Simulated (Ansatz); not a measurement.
Relaxation of IrAs in the PtS-type structure, step by step

The computed numbers are results of PBEsol, scalar-relativistic (no spin polarisation) in the plane-wave PAW code Ansatz at 420 eV, 8×8×8 k-mesh, Gaussian smearing of 0.05 eV. The datasets are Ansatz's generated set soft_2.

The structure was built from a prototype; whether the compound forms in it isn't claimed.

```yaml
crystal:
  lattice:
    - [3.6932776702, 0.0, 0.0]
    - [0.0, 3.6932776702, 0.0]
    - [0.0, 0.0, 4.5981393543]
  atoms:
    - { symbol: Ir, position: [0.0, 0.5, 0.0] }
    - { symbol: Ir, position: [0.5, 0.0, 0.5] }
    - { symbol: As, position: [0.0, 0.0, 0.25] }
    - { symbol: As, position: [0.0, 0.0, 0.75] }
basis:
  ecutwfc: 420
  ecutrho_ratio: 4
kpoints:
  mp_grid: { grid: [8, 8, 8] }
hamiltonian:
  xc: pbesol
scf:
  occupations: { method: gaussian, width: 0.05 }
output:
  forces: true
  stress: true
  eigenvalues: true
relax:
  f_tol: 0.01
  max_steps: 60
  cell: { stress_tol: 0.04 }
```

Launched as:
```sh
ansatz run input.yaml --threads 4 --pin off --max-ram 4096MiB --backend cpu --events-out ev --progress --plain --runs-dir out
```

Positions (Å) and forces (eV/Å) at the first step:

```xyz
4
Lattice="3.693 0.000 0.000 0.000 3.693 0.000 0.000 0.000 4.598" Properties=species:S:1:pos:R:3:forces:R:3 pbc="T T T"
Ir    0.000    1.847    0.000    0.000    0.000    0.000
Ir    1.847    0.000    2.299    0.000    0.000    0.000
As    0.000    0.000    1.150    0.000    0.000    0.000
As    0.000    0.000    3.449    0.000    0.000    0.000
```

Q: Where does the relaxation end?

A: After 25 further evaluations the energy is 2052.4 meV/atom lower and the largest force component 0.000 eV/Å; space group P4_2/mmc.
```xyz
4
Lattice="2.916 0.000 0.000 0.000 2.916 0.000 0.000 0.000 7.754" Properties=species:S:1:pos:R:3 pbc="T T T"
Ir    0.000    1.458    0.000
Ir    1.458    0.000    3.877
As    0.000    0.000    1.939
As    0.000    0.000    5.816
```

The course:

```
step  E − E(end) (meV/atom)  largest force component (eV/Å)  P (GPa)  a (Å)  b (Å)  c (Å)  accepted
   1                2052.43                           0.000    86.38  3.693  3.693  4.598       yes
   2                1228.98                           0.000    37.60  3.851  3.851  4.822       yes
   3                 936.26                           0.000    15.61  3.935  3.935  5.050       yes
   4                 835.75                           0.000     4.59  3.960  3.960  5.274       yes
   5                 795.83                           0.000     2.31  3.884  3.884  5.504       yes
   6                 765.78                           0.000     0.29  3.788  3.788  5.734       yes
   7                 753.99                           0.000    -1.61  3.678  3.678  5.958       yes
   8                 753.21                           0.000    -0.49  3.671  3.671  5.948       yes
   9                 753.08                           0.000     0.00  3.663  3.663  5.952       yes
  10                 647.55                           0.000     6.49  3.663  3.663  5.952       yes
  11                 575.69                           0.000     7.06  3.553  3.553  6.182       yes
  12                 501.55                           0.000     3.10  3.500  3.500  6.406       yes
  13                 423.24                           0.000     1.43  3.416  3.416  6.630       yes
  14                 337.89                           0.000     0.79  3.316  3.316  6.848       yes
  15                 236.16                           0.000     0.07  3.207  3.207  7.072       yes
  16                 124.36                           0.000    -0.12  3.087  3.087  7.297       yes
  17                  58.16                           0.000     2.56  2.950  2.950  7.521       yes
  18                  56.78                           0.000    -2.60  2.946  2.946  7.635       yes
  19                  55.14                           0.000     0.21  2.941  2.941  7.588       yes
  20                  55.12                           0.000     0.00  2.941  2.941  7.592       yes
  21                  10.65                           0.000     3.63  2.941  2.941  7.592       yes
  22                   0.94                           0.000     0.77  2.925  2.925  7.707       yes
  23                   0.05                           0.000     0.27  2.913  2.913  7.756       yes
  24                   0.03                           0.000    -0.04  2.916  2.916  7.755       yes
  25                   0.03                           0.000     0.00  2.916  2.916  7.754       yes
  26                   0.00                           0.000     0.00  2.916  2.916  7.754       yes
```

Late in the path the plane-wave basis is renewed for the changed cell, which shifts energy and pressure at the same geometry (Pulay error), so rows before the renewal hold an offset.

Step 21 in full:

```xyz
4
Lattice="2.941 0.000 0.000 0.000 2.941 0.000 0.000 0.000 7.592" Properties=species:S:1:pos:R:3:forces:R:3 pbc="T T T"
Ir    0.000    1.470    0.000    0.000    0.000    0.000
Ir    1.470    0.000    3.796    0.000    0.000    0.000
As    0.000    0.000    1.898    0.000    0.000    0.000
As    0.000    0.000    5.694    0.000    0.000    0.000
```

Run time: 2.5 min on 4 threads of Arm Neoverse N1, with other jobs on the host, peak memory 0.54 GiB.

For elements this heavy, spin–orbit coupling would shift levels and gaps; it isn't included here.
